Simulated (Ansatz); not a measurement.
Eigenvalues along a path: CuS (zincblende type)

```yaml
crystal:
  lattice:
    - [0.00000, 2.51905, 2.51905]
    - [2.51905, 0.00000, 2.51905]
    - [2.51905, 2.51905, 0.00000]
  atoms:
    - { symbol: Cu, position: [0.00000, 0.00000, 0.00000] }
    - { symbol: S, position: [0.25000, 0.25000, 0.25000] }
```

The cell comes from a relaxation on PAW files under the same functional, begun from a prototype that needn't be the stable phase.

All numbers are PBEsol results (scalar-relativistic) from Ansatz 0.2.0, with a Γ-centred 14×14×14 k mesh, Fermi–Dirac smearing of 0.05 eV, no spin polarisation. Methods: LAPW: all electrons, basis error target 1 meV/atom.

This run: volume at 0.95 of the series' base cell.

Path points, in fractions of the reciprocal vectors: Γ (0.000, 0.000, 0.000), X (-0.500, -0.500, 0.000), U (-0.375, -0.375, 0.250), K (-0.375, 0.000, 0.375), L (0.000, 0.000, 0.500), W (-0.500, -0.250, 0.250). The distance column jumps between branches of the path. Levels in eV from the Fermi level; bands 9 to 19, counted from the lowest band of the run. The gap is zero, the pressure 5.69 GPa.

```
# k(1/Å) point b9 b10 b11 b12 b13 b14 b15 b16 b17 b18 b19
0.000 Γ -14.43 -4.69 -4.69 -4.69 -2.94 -2.94 1.45 1.45 1.45 3.78 7.12
0.156 - -14.37 -4.75 -4.68 -4.68 -2.96 -2.93 1.17 1.28 1.28 4.14 6.92
0.312 - -14.22 -4.92 -4.64 -4.64 -3.01 -2.90 0.62 0.86 0.86 4.89 6.45
0.468 - -13.97 -5.16 -4.57 -4.57 -3.07 -2.87 0.03 0.31 0.31 5.34 6.12
0.624 - -13.66 -5.45 -4.46 -4.46 -3.14 -2.82 -0.57 -0.28 -0.28 4.98 6.14
0.779 - -13.32 -5.74 -4.34 -4.34 -3.18 -2.78 -1.18 -0.82 -0.82 4.54 5.86
0.935 - -13.00 -6.00 -4.20 -4.20 -3.17 -2.74 -1.76 -1.28 -1.28 4.23 5.49
1.091 - -12.77 -6.18 -4.09 -4.09 -3.08 -2.71 -2.23 -1.60 -1.60 4.05 5.24
1.247 X -12.68 -6.24 -4.04 -4.04 -3.00 -2.70 -2.46 -1.72 -1.72 4.00 5.15
1.302 - -12.68 -6.23 -4.05 -4.04 -3.00 -2.71 -2.48 -1.72 -1.70 4.03 5.18
1.357 - -12.68 -6.21 -4.07 -4.05 -2.99 -2.72 -2.52 -1.74 -1.67 4.12 5.28
1.412 - -12.68 -6.17 -4.11 -4.06 -3.00 -2.73 -2.58 -1.77 -1.61 4.24 5.46
1.468 - -12.68 -6.11 -4.18 -4.08 -3.03 -2.76 -2.63 -1.80 -1.53 4.37 5.71
1.523 - -12.69 -6.04 -4.27 -4.10 -3.08 -2.78 -2.64 -1.84 -1.44 4.50 6.05
1.578 - -12.69 -5.95 -4.38 -4.12 -3.15 -2.80 -2.62 -1.87 -1.33 4.63 6.44
1.633 - -12.70 -5.85 -4.52 -4.14 -3.20 -2.83 -2.57 -1.90 -1.21 4.76 6.86
1.688 U -12.72 -5.74 -4.68 -4.17 -3.23 -2.86 -2.51 -1.94 -1.07 4.89 7.28
2.452 K -12.72 -5.74 -4.68 -4.17 -3.23 -2.86 -2.51 -1.94 -1.07 4.89 7.28
2.617 - -12.81 -5.39 -5.14 -4.25 -3.18 -2.93 -2.27 -2.01 -0.63 5.34 8.12
2.782 - -13.00 -5.47 -5.02 -4.33 -3.00 -2.99 -2.09 -1.85 -0.15 5.86 7.99
2.948 - -13.28 -5.54 -4.78 -4.41 -3.02 -2.86 -1.81 -1.41 0.33 6.34 7.60
3.113 - -13.61 -5.42 -4.65 -4.49 -3.03 -2.86 -1.25 -0.79 0.74 6.23 7.45
3.279 - -13.93 -5.18 -4.62 -4.56 -3.01 -2.90 -0.57 -0.02 1.07 5.60 7.08
3.444 - -14.19 -4.94 -4.65 -4.63 -2.98 -2.93 0.22 0.73 1.29 4.87 6.98
3.609 - -14.37 -4.76 -4.68 -4.68 -2.95 -2.94 1.02 1.26 1.41 4.16 7.05
3.775 Γ -14.43 -4.69 -4.69 -4.69 -2.94 -2.94 1.45 1.45 1.45 3.78 7.12
3.910 - -14.39 -4.74 -4.68 -4.68 -2.94 -2.94 1.11 1.39 1.39 4.04 7.11
4.045 - -14.27 -4.87 -4.65 -4.65 -2.95 -2.95 0.40 1.23 1.23 4.53 7.16
4.180 - -14.09 -5.07 -4.61 -4.61 -2.95 -2.95 -0.41 1.01 1.01 4.86 7.47
4.315 - -13.85 -5.33 -4.56 -4.56 -2.95 -2.95 -1.18 0.76 0.76 4.94 7.88
4.450 - -13.60 -5.62 -4.52 -4.52 -2.93 -2.93 -1.82 0.53 0.53 4.89 7.89
4.585 - -13.36 -5.90 -4.49 -4.49 -2.90 -2.90 -2.30 0.32 0.32 4.81 7.80
4.720 - -13.19 -6.11 -4.47 -4.47 -2.87 -2.87 -2.59 0.19 0.19 4.75 7.72
4.855 L -13.13 -6.19 -4.47 -4.47 -2.85 -2.85 -2.69 0.14 0.14 4.73 7.68
4.965 - -13.11 -6.16 -4.49 -4.46 -2.86 -2.86 -2.68 0.00 0.09 4.90 7.50
5.075 - -13.07 -6.08 -4.56 -4.43 -2.90 -2.86 -2.66 -0.37 -0.05 5.33 7.13
5.185 - -13.00 -5.94 -4.67 -4.38 -2.96 -2.87 -2.62 -0.81 -0.27 5.86 6.78
5.296 - -12.91 -5.77 -4.81 -4.31 -3.04 -2.88 -2.57 -1.25 -0.55 6.37 6.57
5.406 - -12.82 -5.58 -4.97 -4.22 -3.11 -2.88 -2.52 -1.66 -0.85 6.39 6.94
5.516 - -12.75 -5.41 -5.11 -4.13 -3.14 -2.88 -2.48 -2.02 -1.11 6.37 7.46
5.626 - -12.69 -5.29 -5.21 -4.05 -3.10 -2.88 -2.53 -2.25 -1.28 6.39 7.89
5.736 W -12.67 -5.28 -5.21 -4.02 -3.05 -2.88 -2.63 -2.28 -1.35 6.41 8.01
5.814 - -12.67 -5.46 -5.02 -4.02 -3.04 -2.89 -2.63 -2.26 -1.35 6.24 7.64
5.892 - -12.67 -5.66 -4.79 -4.02 -3.01 -2.91 -2.63 -2.20 -1.38 5.84 7.09
5.970 - -12.68 -5.83 -4.58 -4.03 -2.97 -2.93 -2.63 -2.10 -1.42 5.38 6.56
6.048 - -12.68 -5.97 -4.39 -4.03 -2.96 -2.90 -2.62 -2.00 -1.47 4.94 6.08
6.126 - -12.68 -6.09 -4.23 -4.03 -2.97 -2.81 -2.60 -1.89 -1.54 4.55 5.69
6.204 - -12.68 -6.17 -4.12 -4.04 -2.99 -2.75 -2.56 -1.80 -1.62 4.25 5.40
6.282 - -12.68 -6.23 -4.06 -4.04 -2.99 -2.71 -2.49 -1.74 -1.69 4.06 5.22
6.360 X -12.68 -6.24 -4.04 -4.04 -3.00 -2.70 -2.46 -1.72 -1.72 4.00 5.15
```
